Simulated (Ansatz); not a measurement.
PdRhN2:
```cif
data_N2PdRh
_chemical_formula_sum 'Rh1 Pd1 N2'
_space_group_name_H-M_alt 'P 1'
_space_group_IT_number 1
_cell_length_a 6.33122
_cell_length_b 6.33122
_cell_length_c 6.33122
_cell_angle_alpha 26.745
_cell_angle_beta 26.745
_cell_angle_gamma 26.745
loop_
_space_group_symop_operation_xyz
  'x, y, z'
loop_
_atom_site_label
_atom_site_type_symbol
_atom_site_fract_x
_atom_site_fract_y
_atom_site_fract_z
_atom_site_occupancy
Rh1 Rh 0.50000 0.50000 0.50000 1
Pd1 Pd 0.00000 0.00000 0.00000 1
N1 N 0.89430 0.89430 0.89430 1
N2 N 0.10570 0.10570 0.10570 1
```

Relaxed with PBEsol.

Question: Decompose the optical modes at the zone centre into irreducible representations, and say which are infrared and Raman allowed.

Answer: Point group -3m: Γ_opt = A1g + 2A2u + Eg + 2Eu. Infrared: A2u, Eu. Raman: A1g, Eg.

Question: Assign frequencies (DFPT, PBEsol in the plane-wave PAW code Ansatz).

Answer: Eu 76, Eu 225, A2u 256, Eg 402, A2u 584, A1g 702 cm⁻¹.

Space group R-3m. The start of the workflow was typed in or built on a structure type; neither database checked (COD, Materials Project) lists it. Whether it is the stable phase at ambient conditions was not checked. The cell was relaxed with PBEsol under the symmetry of its start; its stability against distortions is not shown here. The workflow began spin-polarised and lost its moments. Its formation energy is positive at this level, so the cell may be metastable or incomplete. As this level gives no gap, phonon frequencies hold no LO–TO term and depend on the k-mesh and smearing (Fermi–Dirac, 0.1 eV here).

Potentials: the later of the program's two PAW sets.
